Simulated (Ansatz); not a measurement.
BeS (rock salt, Fm-3m) at seven volumes, the program Ansatz at the PBEsol level (PAW), scaled uniformly. One row is withheld.

```json
[
 {"V (Å³/atom)": "10.999", "P (GPa)": "12.85"},
 {"V (Å³/atom)": "11.362", "P (GPa)": "7.93"},
 {"V (Å³/atom)": "11.724", "P (GPa)": "?"},
 {"V (Å³/atom)": "12.087", "P (GPa)": "0.01"},
 {"V (Å³/atom)": "12.450", "P (GPa)": "-3.17"},
 {"V (Å³/atom)": "12.812", "P (GPa)": "-5.93"},
 {"V (Å³/atom)": "13.175", "P (GPa)": "-8.32"}
]
```

Task: Fit the shown pressures and predict the withheld one.

Result: P = (3/2)B₀(x^(7/2) − x^(5/2))[1 + (3/4)(B′ − 4)(x − 1)] with x = (V₀/V)^(2/3). Least squares on the six rows gives V₀ = 12.088 Å³/atom, B₀ = 114 GPa, B′ = 3.79. At V = 11.724, x = 1.0206 and P = 3.69 GPa. The run itself gave 3.68 GPa.

The cell is a constructed one: a structure type filled with these elements; neither database checked (COD, Materials Project) lists it. COD files the formula under space group No. 216, so this cell is another polymorph or a model. Whether it is the stable phase at ambient conditions was not checked. The PBEsol relaxation kept the symmetry of its start. At this level the phase is dynamically unstable (imaginary phonons).

Potentials: the later of the program's two PAW sets.
